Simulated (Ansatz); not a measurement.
Sr2ReIrO6: relaxation (Ansatz)

Run with:

```bash
ansatz run input.yaml --threads 2 --pin off --max-ram 2560MiB --backend cpu --events-out ev --progress --plain --runs-dir out
```

Input:

```yaml
crystal:
  lattice:
    - [0.0, 5.666772, 0.0]
    - [5.666772, 0.0, 0.0]
    - [2.833386, 2.833386, -4.045745]
  atoms:
    - { symbol: Re, position: [0.5, 0.5, 0.0] }
    - { symbol: Ir, position: [0.0, 0.0, 0.0] }
    - { symbol: O, position: [0.2277, 0.2861, 0.0] }
    - { symbol: O, position: [0.2861, 0.7723, 0.0] }
    - { symbol: O, position: [0.7723, 0.7139, 0.0] }
    - { symbol: O, position: [0.7139, 0.2277, 0.0] }
    - { symbol: O, position: [0.2571, 0.2571, 0.4858] }
    - { symbol: O, position: [0.7429, 0.7429, 0.5142] }
    - { symbol: Sr, position: [0.75, 0.25, 0.5] }
    - { symbol: Sr, position: [0.25, 0.75, 0.5] }
  symmetry: { tolerance: 0.0003 }
kpoints:
  mp_grid: { grid: [5, 5, 5], shift: [0, 0, 0] }
magnetization:
  spin_polarized: false
scf:
  occupations: { method: fermi_dirac, width: 0.1048 }
  lower_state_search: "off"
hamiltonian:
  pseudopotentials: { kind: paw }
  xc: pbe
basis:
  ecutwfc: 420
  fft_grid_basis: typed
relax:
  max_steps: 80
  f_tol: 0.03
output:
  forces: true
  stress: true
  eigenvalues: true
  populations: true
  elf: true
  write_potential: true
  volumetric_format: npy
  dos:
    e_range: [-12, 8]
    de: 0.05
    projected: { site_lists: { Ir: [Ir], O: [O], Re: [Re], Sr: [Sr] } }
  bader: false
checkpoint:
  read: saved_state
```

Origin of the cell: a known structure type with other elements, at an estimated volume, so it need not be a known compound.

The saved state is a converged single point of the same cell.

Steps:

```
step  ΔF (meV/atom)  max force component (eV/Å)  SCF iterations  step was
   1            0.0                       0.524               6  accepted
   2          -16.3                       0.265               6  accepted
   3          -25.6                       0.327               7  accepted
   4          -28.9                       0.038               6  accepted
   5          -28.9                       0.015               6  accepted
```

Step 1, with forces in eV/Å:

```xyz
10
Lattice="0.000 5.667 0.000 5.667 0.000 0.000 2.833 2.833 -4.046" Properties=species:S:1:pos:R:3:forces:R:3 pbc="T T T" step=1
Re    2.833    2.833    0.000    0.000    0.000    0.000
Ir    0.000    0.000    0.000    0.000    0.000    0.000
O     1.621    1.290    0.000    0.085   -0.524    0.000
O     4.376    1.621    0.000    0.524    0.085    0.000
O     4.046    4.376    0.000   -0.085    0.524    0.000
O     1.290    4.046    0.000   -0.524   -0.085    0.000
O     2.833    2.833   -1.965    0.000    0.000   -0.328
O     5.667    5.667   -2.080    0.000    0.000    0.328
Sr    2.833    5.667   -2.023    0.000    0.000    0.000
Sr    5.667    2.833   -2.023    0.000    0.000    0.000
```

Step 2, with forces in eV/Å:

```xyz
10
Lattice="0.000 5.667 0.000 5.667 0.000 0.000 2.833 2.833 -4.046" Properties=species:S:1:pos:R:3:forces:R:3 pbc="T T T" step=2
Re    2.833    2.833    0.000    0.000    0.000    0.000
Ir    0.000    0.000    0.000    0.000    0.000    0.000
O     1.685    1.220    0.000    0.263   -0.265    0.000
O     4.447    1.685    0.000    0.265    0.263    0.000
O     3.982    4.447    0.000   -0.263    0.265    0.000
O     1.220    3.982    0.000   -0.265   -0.263    0.000
O     2.833    2.833   -1.974    0.000    0.000    0.039
O     5.667    5.667   -2.072    0.000    0.000   -0.039
Sr    2.833    5.667   -2.023    0.000    0.000    0.000
Sr    5.667    2.833   -2.023    0.000    0.000    0.000
```

Step 3, with forces in eV/Å:

```xyz
10
Lattice="0.000 5.667 0.000 5.667 0.000 0.000 2.833 2.833 -4.046" Properties=species:S:1:pos:R:3:forces:R:3 pbc="T T T" step=3
Re    2.833    2.833    0.000    0.000    0.000    0.000
Ir    0.000    0.000    0.000    0.000    0.000    0.000
O     1.831    1.091    0.000   -0.102    0.327    0.000
O     4.576    1.831    0.000   -0.327   -0.102    0.000
O     3.835    4.576    0.000    0.102   -0.327    0.000
O     1.091    3.835    0.000    0.327    0.102    0.000
O     2.833    2.833   -1.963    0.000    0.000    0.149
O     5.667    5.667   -2.082    0.000    0.000   -0.149
Sr    2.833    5.667   -2.023    0.000    0.000    0.000
Sr    5.667    2.833   -2.023    0.000    0.000    0.000
```

Step 4, with forces in eV/Å:

```xyz
10
Lattice="0.000 5.667 0.000 5.667 0.000 0.000 2.833 2.833 -4.046" Properties=species:S:1:pos:R:3:forces:R:3 pbc="T T T" step=4
Re    2.833    2.833    0.000    0.000    0.000    0.000
Ir    0.000    0.000    0.000    0.000    0.000    0.000
O     1.796    1.128    0.000    0.003    0.038    0.000
O     4.539    1.796    0.000   -0.038    0.003    0.000
O     3.871    4.539    0.000   -0.003   -0.038    0.000
O     1.128    3.871    0.000    0.038   -0.003    0.000
O     2.833    2.833   -1.962    0.000    0.000    0.036
O     5.667    5.667   -2.083    0.000    0.000   -0.036
Sr    2.833    5.667   -2.023    0.000    0.000    0.000
Sr    5.667    2.833   -2.023    0.000    0.000    0.000
```

Step 5, with forces in eV/Å:

```xyz
10
Lattice="0.000 5.667 0.000 5.667 0.000 0.000 2.833 2.833 -4.046" Properties=species:S:1:pos:R:3:forces:R:3 pbc="T T T" step=5
Re    2.833    2.833    0.000    0.000    0.000    0.000
Ir    0.000    0.000    0.000    0.000    0.000    0.000
O     1.794    1.132    0.000   -0.005   -0.007    0.000
O     4.535    1.794    0.000    0.007   -0.005    0.000
O     3.873    4.535    0.000    0.005    0.007    0.000
O     1.132    3.873    0.000   -0.007    0.005    0.000
O     2.833    2.833   -1.960    0.000    0.000   -0.015
O     5.667    5.667   -2.085    0.000    0.000    0.015
Sr    2.833    5.667   -2.023    0.000    0.000    0.000
Sr    5.667    2.833   -2.023    0.000    0.000    0.000
```

```yaml
Free_energy_lowered_by: 28.9 meV/atom
Final_pressure: -3.83 GPa
Relaxation_steps_listed: 5
```

Caveats: no moments, though an odd count or open d shells may carry them; no spin-orbit coupling, though heavy elements are present; the SCF threshold is looser than advised for a stress; the k mesh is coarse if the cell is a metal; the relaxation held the start's symmetry, so the end may be a saddle point.

The run took 17 s on 2 threads of Intel(R) Xeon(R) Platinum 8488C (Sapphire Rapids), on a shared host, peak memory 0.59 GiB, from a saved density.
